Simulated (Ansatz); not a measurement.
Ru₂C:
```xyz
6
Lattice="3.7914 0.0000 0.0000 0.0000 3.7914 0.0000 0.0000 0.0000 4.8077" Properties=species:S:1:pos:R:3 pbc="T T T"
Ru     0.0000     0.0000     0.0000
Ru     1.8957     1.8957     0.0000
Ru     1.8957     0.0000     2.0110
Ru     0.0000     1.8957     2.7967
C      1.8957     0.0000     3.9378
C      0.0000     1.8957     0.8699
```

Relaxed with r²SCAN. Special points in fractions of this cell's reciprocal vectors: Γ (0.000, 0.000, 0.000); X (0.000, 0.500, 0.000); M (0.500, 0.500, 0.000); Z (0.000, 0.000, 0.500); R (0.000, 0.500, 0.500); A (0.500, 0.500, 0.500).

List the band energies nearest the Fermi level at these points for r²SCAN with spin–orbit coupling in the plane-wave PAW code Ansatz.

In eV from the Fermi level; about four levels below and three above (degenerate sets whole), none deeper than 8.9 eV; points with the same levels are listed once.

```
k                    below                above
-  -----------------------  -------------------
Γ  -0.17 -0.17 -0.11 -0.11  0.12 0.12 0.18 0.18
X  -0.73 -0.73 -0.73 -0.73  0.46 0.46 0.46 0.46
M  -0.24 -0.24 -0.24 -0.24  1.71 1.71 1.71 1.71
Z  -1.93 -1.93 -0.52 -0.52  1.09 1.09 1.34 1.34
R  -0.14 -0.14 -0.14 -0.14  1.08 1.08 1.08 1.08
A  -0.85 -0.85 -0.85 -0.85  0.18 0.18 0.18 0.18
```

Space group P4/nmm. The cell is a constructed one: a structure type filled with these elements; neither database checked (COD, Materials Project) lists it. Whether it is the stable phase at ambient conditions was not checked. The cell was relaxed with r²SCAN under the symmetry of its start; its stability against distortions is not shown here. No spin polarisation was allowed.

Potentials: the earlier of the program's two PAW sets.
